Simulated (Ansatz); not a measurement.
All numbers below come from DFT PBE, scalar-relativistic, plane waves, PAW (Ansatz). All cells share a 420 eV cutoff and Γ-centred k meshes spaced at most about 0.3 Å⁻¹ (about 0.25 or finer for metals, 2π included). No spin polarisation in the final relaxations.

Temperature and zero-point effects are left out.

Compare these two cells of InGaTe3, each relaxed at this level.

A.

```
In Ga Te
1.0
     6.33267    0.00000    0.00000
    -3.16634    5.48425    0.00000
     0.00000    0.00000    5.52953
In Ga Te
1 1 3
Direct
  0.00000 0.00000 0.00000
  0.00000 0.00000 0.50000
  0.50000 0.00000 0.50000
  0.00000 0.50000 0.50000
  0.50000 0.50000 0.50000
```

B.

```
In Ga Te
1.0
     5.37431    0.00000    0.00000
    -2.68716    4.65429    0.00000
     0.00000    0.00000    8.86933
In Ga Te
1 1 3
Direct
  0.00000 0.00000 0.46300
  0.00000 0.00000 0.15792
  0.33333 0.66667 0.57309
  0.66667 0.33333 0.57309
  0.00000 0.00000 0.88775
```

Question: Which form is favoured at zero pressure, and by what margin per atom?

Answer: A is lower, by 96 meV/atom. A has space group P6/mmm (No. 191), 38.4 Å³/atom and no gap on its mesh; B has space group P6mm (No. 183), 44.4 Å³/atom and no gap. Counting Te atoms around Ga and In (those within 1.25 times the shortest such distance or 1.15 times the sum of covalent radii; a plus sign parts nearer from farther groups; the shortest distance is added where it is long for a bond), A has In 12 from 4.2 Å, Ga 6 from 3.2 Å and B has In 6+1, Ga 1. The denser one is the lower, and pressure would at first widen the difference. Even the lower one lies +0.21 eV/atom against the reference forms of the elements (uncorrected), so neither is stable at this level. In A, In has 2 Ga at 2.76 Å; Ga is surrounded by 2 In at 2.76 Å and 6 Te at 3.17 Å; Te has 4 Te at 3.17 Å and 2 Ga at 3.17 Å. In B, In is surrounded by 1 Ga at 2.71 Å, 6 Te at 3.25 Å and 1 Te at 3.77 Å; around Ga lie 1 Te at 2.40 Å and 1 In at 2.71 Å; Te on a site of symmetry 3m has 3 Te at 3.10 Å and 3 In at 3.25 Å; 1 more site not described. Both come from invented guesses. A third cell relaxed alike, in R-3m, lies 96 meV/atom below the lower of the two.

Spin–orbit coupling, which can matter for Te, is left out. Cells relaxed within their symmetry can be saddle points.
